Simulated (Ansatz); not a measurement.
The cell was built from the fluorite type and relaxed in the same program, and has space group Fm-3m; it needn't be a known or the stable phase.

Sn2C: DFT, PBE, all-electron LAPW, scalar-relativistic (Ansatz 0.2.0).

```yaml
crystal:
  lattice:
    - [0.0, 3.1822557838, 3.1822557838]
    - [3.1822557838, 0.0, 3.1822557838]
    - [3.1822557838, 3.1822557838, 0.0]
  atoms:
    - { symbol: C, position: [0.0, 0.0, 0.0] }
    - { symbol: Sn, position: [0.25, 0.25, 0.25] }
    - { symbol: Sn, position: [0.75, 0.75, 0.75] }
kpoints:
  mp_grid: { grid: [11, 11, 11] }
  band_path:
    path:
      - [0.0, 0.0, 0.0]
      - [0.5, 0.0, 0.5]
      - [0.625, 0.25, 0.625]
      - [0.375, 0.375, 0.75]
      - [0.0, 0.0, 0.0]
      - [0.5, 0.5, 0.5]
      - [0.5, 0.25, 0.75]
      - [0.5, 0.0, 0.5]
    npoints: 8
scf:
  occupations: { method: fermi_dirac, width: 0.05 }
hamiltonian:
  xc: pbe
  pseudopotentials: { kind: all_electron, lapw: { basis_error: 0.0005 } }
output:
  forces: true
  stress: true
  eigenvalues: true
  populations: true
  dos: { projected: true, de: 0.2, e_range: [-14, 8] }
```

Output:

```
C: projections on atomic orbitals take those of the free atom 1s2 2s2 2p2, of charge +0.00 (hamiltonian.pseudopotentials.projection_atoms)
Sn: projections on atomic orbitals take those of the free atom 1s2 2s2 2p6 3s2 3p6 3d10 4s2 4p6 4d10 5s2 5p2, of charge +0.00 (hamiltonian.pseudopotentials.projection_atoms)
LAPW: plane waves up to 7.485 Å⁻¹, error target 5.0e-4 eV per atom; small_component_spin mean_spin; C in spheres of 1.203 Å, 6 of its electrons in bands, Dirac shells []; Sn in spheres of 1.553 Å, 22 of its electrons in bands, Dirac shells []
Engine: ansatz 0.2.0
Pseudopotentials: kind: all_electron
Pseudopotential: C, LAPW, valence charge 6, Koelling and Harmon's equation, gaussian nucleus
Pseudopotential: Sn, LAPW, valence charge 22, Koelling and Harmon's equation, gaussian nucleus
Functional definition: PBE
  parameter kappa = 0.804
  parameter beta = 0.06672455060314922
  exchange = pbe_x(kappa = kappa, mu = beta*pi^2/3)
  correlation = pbe_c(beta = beta)
Crystal: 3 atoms, lattice volume = 64.452 Å³
Basis set: ecut = 213.47647340470527 eV, 459 PW (Γ), exchange–correlation at level 2
Bands: 30, of which v1, the nominal top of the filled ones, is band 25 counted from 1 (24 counted from 0)
Symmetry: 48 space group operations
Space group: Fm-3m (ITA 225), of the structure as read, at distance tolerance 4.0e-5 Å
k-points: 56 of 1331
Non-local potential: C, projectors of the file, none
Non-local potential: Sn, projectors of the file, none
Initial density: superposition of atomic densities (chi_scale 0.1, normalization cell, long waves kept (reshape's long-wave potential 0.00 eV rms))
Initial wavefunctions: plane waves of lowest kinetic energy (no species holds an atomic orbital)
Functional: x = pbe(κ = 0.804, μ = 0.2195149727645171), c = pbe(β = 0.06672455060314922)
iter 1 solved again at ethr=8.11e-3 eV; its pass at ethr=1.00e-1 eV (dr2=4.05e0 eV) is discarded
SCF iter   1: F=—  HF=-337212.638091 eV  |F-HF|=—  |Δ(HF+E_count)|=         —  Δρ=5.06e-2  dr2=4.05e0  ethr=8.11e-3  ⟨swp⟩=2.0  Hψ=10712  notcnv=0
preconditioner: auto → Kerker (q_TF=auto, 2.615 Å⁻¹)  [metal: Δε(μ)=0.042 eV  Ē_g=17.827 eV  σ=0.050 eV  W_gap=0.20  n_scr=14 (ndim 8)  ℏωp=26.2 eV  f_vac=0.015  D(μ)=0.85/eV (n_scr^D=0)]
iter 2 solved again at ethr=1.73e-4 eV; its pass at ethr=8.10e-3 eV (dr2=8.64e-2 eV) is discarded
SCF iter   2: F=—  HF=-337211.766629 eV  |F-HF|=—  |Δ(HF+E_count)|=   8.71e-1  Δρ=1.26e-2  dr2=8.63e-2  ethr=1.73e-4  ⟨swp⟩=2.0  Hψ=8764  notcnv=0
preconditioner: auto → LDOS  [metal: Δε(μ)=0.072 eV  Ē_g=18.391 eV  σ=0.050 eV  W_gap=0.31  n_scr=14 (ndim 8)  ℏωp=26.2 eV  f_vac=0.013  D(μ)=1.11/eV (n_scr^D=8)  β→1.0]
SCF iter   3: F=—  HF=-337211.613944 eV  |F-HF|=—  |Δ(HF+E_count)|=   1.53e-1  Δρ=3.75e-3  dr2=8.58e-3  ethr=1.73e-4  ⟨swp⟩=3.0  Hψ=5434  notcnv=0
SCF iter   4: F=—  HF=-337211.608301 eV  |F-HF|=—  |Δ(HF+E_count)|=         —  Δρ=4.74e-4  dr2=1.36e-4  ethr=1.72e-5  ⟨swp⟩=2.1  Hψ=5048  notcnv=0
the basis was enlarged: its passes take 84.0 KiB over the memory plan, 1 of 1 planned eigensolver slots
SCF iter   5: F=—  HF=-337211.608412 eV  |F-HF|=—  |Δ(HF+E_count)|=   1.11e-4  Δρ=1.06e-4  dr2=4.73e-6  ethr=2.72e-7  ⟨swp⟩=3.0  Hψ=5387  notcnv=0
SCF iter   6: F=—  HF=-337211.608351 eV  |F-HF|=—  |Δ(HF+E_count)|=   6.10e-5  Δρ=6.11e-5  dr2=3.62e-6  ethr=9.47e-9  ⟨swp⟩=3.0  Hψ=5367  notcnv=0
SCF iter   7: F=-337211.608351 eV  HF=-337211.608351 eV  |F-HF|=2.19e-8  |Δ(HF+E_count)|=   8.94e-7  Δρ=4.03e-6  dr2=1.95e-8  ethr=7.25e-9  ⟨swp⟩=2.2  Hψ=5055  notcnv=0
SCF 1 converged in 7 iterations: F = -337211.608351 eV  dr2 = 1.95e-8
NSCF: frozen V_eff on 57 k-points
SCF converged after 7 iterations
Free energy (F): -337211.608351 eV
Harris-Foulkes:  -337211.608351 eV  (|F-HF|=2.19e-8)
Internal energy: -337211.600664 eV  (E = F + TS)
E sigma→0 (E₀):  -337211.604507 eV
Entropy (-TS):   -0.007687 eV (-2.562 meV/atom)
Fermi energy:    12.730183 eV
--- Per-component energies (eV) ---
  E_band       = -1938.240275
  E_kinetic    = 354596.006904
  E_xc         = -9138.197569
  E_electrostatic = -682669.410000  (all electrons and nuclei)
  E_smearing   = -0.007687  (= −TS)
  E_closure    = 0.000000  (closes the sum)
  E_atoms      = -337198.853515  (free atoms, spherical and without spin; not in F)
  Σ components = -337211.608351   (vs F -337211.608351, Δ=0.00e0)
  Basis errors (estimates in eV, not in F): energy 1.5e-4 per atom: plane waves 1.4e-4 (7.7e-5 summed), levels above the bands 5.3e-39, relativity 7.2e-9, radial functions 1.0e-5, core shells 1.5e-9; eigenvalues (radial functions only) 5.1e-7; not estimated: angular momenta, meshes, grids; target (lapw.basis_error) 5.0e-4; muffin-tin radii C 1.203 Å, Sn 1.553 Å
--- Forces (eV/Å), atoms counted from 1 ---
  atom   1  C      0.00000000    -0.00000000    -0.00000000
  atom   2  Sn    -0.00000000     0.00000000     0.00000000
  atom   3  Sn    -0.00000000     0.00000000     0.00000000
  max |Σ_I F_I| component: 1.45e-18 eV/Å
--- Stress (GPa, compression-positive) ---
        0.014316      -0.000000      -0.000000
       -0.000000       0.014316       0.000000
       -0.000000       0.000000       0.014316
  P = ⅓ Tr σ = 0.0143 GPa (0.143 kbar)
--- Band table (eV; the first three rows and the last of 56) ---
  k-point 0: bands = ["-254.4743", "-116.9286", "-116.9281", "-72.7164", "-72.7164", "-72.7164", "-72.7130", "-72.7130", "-72.7130", "-9.1443", "-9.1443", "-9.0241", "-9.0241", "-9.0241", "-8.8603", "-8.8603", "-8.8603", "-8.7687", "-8.7687", "0.1435", "7.3856", "10.5789", "11.0123", "11.0123", "11.0123", "12.1557", "12.1557", "12.1557", "17.3044", "17.3044"]
  k-point 1: bands = ["-254.4743", "-116.9286", "-116.9281", "-72.7164", "-72.7164", "-72.7164", "-72.7131", "-72.7131", "-72.7131", "-9.1370", "-9.1370", "-9.0211", "-9.0203", "-9.0203", "-8.8634", "-8.8631", "-8.8631", "-8.7766", "-8.7766", "0.2244", "7.2210", "9.7658", "10.8382", "10.8382", "11.0919", "12.3825", "12.3825", "13.1604", "16.9934", "16.9934"]
  k-point 2: bands = ["-254.4743", "-116.9286", "-116.9282", "-72.7162", "-72.7162", "-72.7162", "-72.7133", "-72.7133", "-72.7133", "-9.1157", "-9.1157", "-9.0123", "-9.0094", "-9.0094", "-8.8728", "-8.8716", "-8.8716", "-8.7997", "-8.7997", "0.4638", "6.7212", "8.6427", "10.5383", "10.5383", "11.6296", "12.7905", "12.7905", "14.3548", "16.5393", "16.5393"]
  k-point 55: bands = ["-254.4743", "-116.9284", "-116.9284", "-72.7168", "-72.7167", "-72.7150", "-72.7144", "-72.7128", "-72.7126", "-9.0645", "-9.0544", "-9.0004", "-8.9802", "-8.9333", "-8.9282", "-8.8949", "-8.8862", "-8.8709", "-8.8551", "2.5982", "4.8949", "5.1885", "7.8816", "11.5210", "12.6506", "12.6532", "13.8093", "16.2750", "16.5269", "19.5546"]
--- Löwdin populations: 3 sites ---
  site symbol       q [e]
     0      C      6.6375
     1     Sn     49.6356
     2     Sn     49.6356
  spilling = 0.000861 (of n_electrons = 106.000000)
```

populations.tsv:

```
# site	symbol	l	j	q
# orbitals = lowdin
# n_electrons = 106.000000
# spilling = 0.000861
# projection_atom_C: 1s2 2s2 2p2
# projection_atom_Sn: 1s2 2s2 2p6 3s2 3p6 3d10 4s2 4p6 4d10 5s2 5p2
0	C	0_1S	-	1.998827
0	C	0_2S	-	1.800056
0	C	1_2P	-	2.838590
1	Sn	0_1S	-	1.999999
1	Sn	0_2S	-	1.999963
1	Sn	0_3S	-	1.999447
1	Sn	0_4S	-	1.992470
1	Sn	0_5S	-	1.640780
1	Sn	1_2P	-	6.000000
1	Sn	1_3P	-	5.999967
1	Sn	1_4P	-	5.996177
1	Sn	1_5P	-	2.013225
1	Sn	2_3D	-	9.999999
1	Sn	2_4D	-	9.993616
2	Sn	0_1S	-	1.999999
2	Sn	0_2S	-	1.999963
2	Sn	0_3S	-	1.999447
2	Sn	0_4S	-	1.992470
2	Sn	0_5S	-	1.640780
2	Sn	1_2P	-	6.000000
2	Sn	1_3P	-	5.999967
2	Sn	1_4P	-	5.996177
2	Sn	1_5P	-	2.013225
2	Sn	2_3D	-	9.999999
2	Sn	2_4D	-	9.993616
```
